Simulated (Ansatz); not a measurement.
Cr$_{3}$C$_{2}$:
```
CELL_PARAMETERS angstrom
      1.39374    -4.55750     0.00000
      1.39374     4.55750     0.00000
      0.00000     0.00000     6.82969
ATOMIC_POSITIONS crystal
  Cr 0.59926 0.40074 0.25000
  Cr 0.40074 0.59926 0.75000
  Cr 0.85676 0.14324 0.43006
  Cr 0.14324 0.85676 0.56994
  Cr 0.14324 0.85676 0.93006
  Cr 0.85676 0.14324 0.06994
  C  0.24643 0.75357 0.25000
  C  0.75357 0.24643 0.75000
  C  0.50000 0.50000 0.50000
  C  0.50000 0.50000 0.00000
```

Relaxed with PBEsol. Special points in fractions of this cell's reciprocal vectors: Γ (0.000, 0.000, 0.000); Y (-0.500, 0.500, 0.000); C0 (-0.273, 0.727, 0.000); Σ0 (0.273, 0.273, 0.000); Z (0.000, 0.000, 0.500); A0 (0.273, 0.273, 0.500); E0 (-0.273, 0.727, 0.500); T (-0.500, 0.500, 0.500); S (0.000, 0.500, 0.000); R (0.000, 0.500, 0.500).

Problem. List the band energies nearest the Fermi level at these points for plane-wave PAW PBEsol (Ansatz code).

Solution. In eV from the Fermi level; about four levels below and three above (degenerate sets whole), none deeper than 8.9 eV; points with the same levels are listed once.

```
k                     below                above
--  -----------------------  -------------------
Γ   -0.63 -0.42 -0.31 -0.08       0.45 0.69 0.74
Y   -0.93 -0.80 -0.33 -0.24       0.14 0.43 0.64
C0  -1.04 -1.02 -0.57 -0.13       0.25 0.50 0.92
Z   -0.27 -0.27 -0.15 -0.15  0.42 0.42 0.83 0.83
A0  -1.61 -1.61 -0.27 -0.27  0.34 0.34 0.70 0.70
T   -1.28 -1.28 -0.02 -0.02  0.26 0.26 0.62 0.62
S   -1.92 -0.89 -0.82 -0.07       0.46 0.91 0.91
R   -1.68 -1.68 -0.15 -0.15  0.08 0.08 0.76 0.76
```

Space group Cmcm. The workflow started from a Materials Project entry (that database holds measured and hypothetical structures alike); the Crystallography Open Database copy checked does not list it. COD files the formula under space group No. 62. Whether it is the stable phase at ambient conditions was not checked. Symmetry was held in the PBEsol relaxation; whether a distortion lowers the energy is not shown. The run is not spin-polarised.

Potentials: the later of the program's two PAW sets.
